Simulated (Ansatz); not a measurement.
AgW (Cmcm), relaxed with PBEsol (Ansatz, a program for electronic structure, plane waves, PAW): a = 2.686 Å, b = 10.906 Å, c = 4.465 Å, α = β = γ = 90.00°.

| Quantity | Value |
|---|---|
| ΔH_f (eV/atom) | 0.71 |

Task: The same phase is relaxed and computed with r²SCAN in the same code. What are the cell and these values now?

Result: a = 2.7030 Å, b = 11.0399 Å, c = 4.4783 Å, α = β = γ = 90.00°.

- ΔH_f (eV/atom): 0.78

Typed or built starts, not in the databases checked: AgW, Cmcm (Ag on 4c, W on 4c). All cells were relaxed under the symmetry of their starts (and spin orders); stability against distortions was not tested throughout. Rows with no word on spin ran without spin polarisation. Spin–orbit coupling is left out wherever it is not named.

Potentials: the later of the program's two PAW sets.

Ansatz is a plane-wave DFT program.

Formation energies count from the lowest solids of the elements computed at the same level, not from gases.
